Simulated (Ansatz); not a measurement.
AlAg:
```yaml
crystal:
  lattice:
    - [0.00000, 2.68208, 2.68208]
    - [2.68208, 0.00000, 2.68208]
    - [2.68208, 2.68208, 0.00000]
  atoms:
    - { symbol: Ag, position: [0.00000, 0.00000, 0.00000] }
    - { symbol: Al, position: [0.50000, 0.50000, 0.50000] }
```

Relaxed with r²SCAN. Special points in fractions of this cell's reciprocal vectors: Γ (0.000, 0.000, 0.000); X (0.500, 0.000, 0.500); U (0.625, 0.250, 0.625); K (0.375, 0.375, 0.750); L (0.500, 0.500, 0.500); W (0.500, 0.250, 0.750).

**Question.** List the band energies nearest the Fermi level at these points for r²SCAN (plane waves, PAW; program Ansatz).

**Answer.** In eV from the Fermi level; about four levels below and three above (degenerate sets whole), none deeper than 8.9 eV; … stands for higher levels left out; points with the same levels are listed once.

| k | below | above |
|---|---|---|
| Γ | -5.69 -5.69 -5.65 -5.65 -5.65 | 4.67 4.67 4.67 |
| X | -5.02 -5.02 -3.27 -2.06 | 0.82 0.82 3.50 |
| U | -5.10 -2.33 -2.12 -1.80 | 1.94 5.05 … |
| L | -5.53 -5.17 -5.17 -3.29 | 5.80 5.80 … |
| W | -1.66 -1.36 -1.36 -1.29 | 8.91 … |

Space group Fm-3m (rock salt). The start of the workflow was typed in or built on a structure type; neither database checked (COD, Materials Project) lists it. Its standing as an ambient phase is unchecked. The cell was relaxed with r²SCAN under the symmetry of its start. At this level the phase is mechanically unstable. No spin polarisation was allowed. The volume moved by 21 % from the start of the relaxation. Its formation energy is positive at this level, so the cell may be metastable or incomplete. Scalar-relativistic: spin–orbit coupling is off unless named, which matters more the heavier the elements.

Potentials: the earlier of the program's two PAW sets.
